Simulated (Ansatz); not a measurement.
HfOs:
```yaml
crystal:
  lattice:
    - [3.24437, 0.00000, 0.00000]
    - [0.00000, 3.24437, 0.00000]
    - [0.00000, 0.00000, 3.24437]
  atoms:
    - { symbol: Os, position: [0.50000, 0.50000, 0.50000] }
    - { symbol: Hf, position: [0.00000, 0.00000, 0.00000] }
```

Relaxed with r²SCAN.

### Question
Map the electron localisation function on the plane through (0.500, 0.500, 0.500) spanned by u = [1, 0, 0] and v = [0, 1, 1] in lattice vectors, from plane-wave PAW r²SCAN (Ansatz code).

### Answer
x is the fraction of u, y of v (the angle between them is 90°; rows are the nearest grid lines); atoms in the plane: Os at (0.00, 0.00), Hf at (0.50, 0.50).
```
|:=#*-..=+=..-*#=:|
|=*#*-.:=+=:.-*#*=|
|#%%*-::=+=::-*%%#|
|%%#*---=+=---*#%%|
|**+=---------=+**|
|---=--:...:--=---|
|----:.     .:----|
|==-:..:-=-:..:-==|
|=-: .-*#%#*-. :-=|
|-:  :*@@@@@*:  :-|
|:.  =%@@@@@%=  .:|
|.  .+@@@%@@@+.  .|
|.  .+@@@%@@@+.  .|
|:.  =%@@@@@%=  .:|
|-:  :*@@@@@*:  :-|
|=-: .-*#%#*-. :-=|
|==-:..:-=-:..:-==|
|----:.     .:----|
|---=--:...:--=---|
|**+=---------=+**|
|%%#*---=+=---*#%%|
|#%%*-::=+=::-*%%#|
|=*#*-.:=+=:.-*#*=|
|:=#*-..=+=..-*#=:|
```
Scale: ten equal steps from 0.080 (start of ' ') to 0.846 (end of '@'), in the order ' .:-=+*#%@'; x runs from 0.000 to 1.00, y from 0.000 (bottom) to 1.00 (top).

The density is the valence pseudo-density with augmentation charge, so density and ELF within about 1 Å of a nucleus are not all-electron values.

Space group Pm-3m (CsCl type). The workflow started from an entry of the Crystallography Open Database (COD). Its standing as an ambient phase is unchecked. Symmetry was held in the r²SCAN relaxation; whether a distortion lowers the energy is not shown. The run is not spin-polarised. Spin–orbit coupling is left out wherever it is not named.

Potentials: the later of the program's two PAW sets.
